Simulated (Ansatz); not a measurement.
## Ge (Fd-3m), work and stress of cleavage

Computed with DFT r2SCAN, scalar-relativistic, plane waves, PAW in Ansatz. The runs took a 500 eV cutoff, a Γ-centred 10×10×4 mesh and Gaussian smearing (0.03 eV). No spin polarisation. Energies are free energies at this smearing, counted from the undisturbed cell; pressure is positive in compression.

The undisturbed cell (relaxed at this level):

```
Ge
1.0
     2.83750   -2.83750    0.00000
     2.83750    0.00000   -2.83750
     5.67501    5.67501    5.67501
Ge
6
Direct
  0.66667 0.66667 0.54163
  0.00000 0.00000 0.20830
  0.33333 0.33333 0.87497
  0.66667 0.66667 0.79163
  0.00000 0.00000 0.45830
  0.33333 0.33333 0.12497
```

The cut lies on the cell's a–b face, a (1 1 1) plane (indices in the standard cell, whose axes needn't be the Cartesian ones shown) of area 13.95 Å², between layers 2.46 Å apart. Vector c is lengthened by d along the normal with the atoms' Cartesian places fixed: one unrelaxed cut a cell. The traction is positive where the two halves pull on each other.

| d (Å) | energy (J/m²) | traction (GPa) |
| --- | --- | --- |
| -0.30 | 0.58 | -47.0 |
| 0.00 | 0.00 | 0.0 |
| 0.25 | 0.19 | 13.1 |
| 0.50 | 0.58 | 16.7 |
| 1.00 | 1.37 | 13.9 |
| 1.50 | 1.94 | 8.9 |
| 2.00 | 2.26 | 4.1 |
| 3.00 | 2.44 | 0.6 |
| 4.50 | 2.47 | 0.0 |
| 6.00 | 2.47 | 0.0 |

What are the work of separation and the cleavage stress, and do they fit the universal binding curve?

The energy levels off near W ≈ 2.47 J/m² (the traction is down to 0.0 GPa), the energy of the two unrelaxed faces, 1.24 J/m² each on average. The largest sampled traction is 16.7 GPa at d = 0.50 Å, and a parabola through it and its two neighbours peaks at σ_max ≈ 17.3 GPa, d ≈ 0.64 Å. The curve E = W[1 − (1 + d/ℓ)exp(−d/ℓ)] peaks in traction at d = ℓ with σ_max = W/(eℓ); with 1 J/m² per Å = 10 GPa this W and σ_max give ℓ = 0.53 Å. A parabola through that curve at the same three d peaks at 0.61 Å, against 0.64 Å here, a fair fit. The opened faces are metallic here, and spin polarisation, left out, could lower W. Real crystals break at far lower stress, because cracks concentrate it, and on the plane of lowest W, which needn't be this one.

The cut is rigid; relaxing the faces lowers these energies and usually the stresses.

The gap closes along the scan, which can put kinks into the curve.